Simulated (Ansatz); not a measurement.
The relaxed structure here is a generated cell of VN: the first start was made by placing the elements on the sites of a structure type, and the end was not matched to a known phase here, so it may be hypothetical. Known forms of VN include space group No. 225.

One stationary structure of VN. Space group I4₁/amd (No. 141), AFLOW prototype AB_tI8_141_a_b ("40", as in NbP). These are PBEsol (plane waves to 420 eV, PAW, scalar-relativistic; Ansatz, a first-principles code) values and carry that method's errors.

```xyz
4
Lattice="-1.3712 1.3712 5.1518 1.3712 -1.3712 5.1518 1.3712 1.3712 -5.1518" Properties=species:S:1:pos:R:3 pbc="T T T"
V      0.0000     1.3712     2.5759
V      0.0000     0.0000     0.0000
N      0.0000     0.0000     5.1518
N      1.3712     0.0000     2.5759
```

Question: Estimate the magnetic moment that PBEsol returns for this input.

Answer: Zero (the starting moments vanished).

No spin polarisation in the result: the starting moments vanished.

The run could not lose the symmetry of its start: the end is stationary, and may be a saddle point rather than a minimum.

All atoms sit on sites fixed by symmetry, so only the cell could relax.
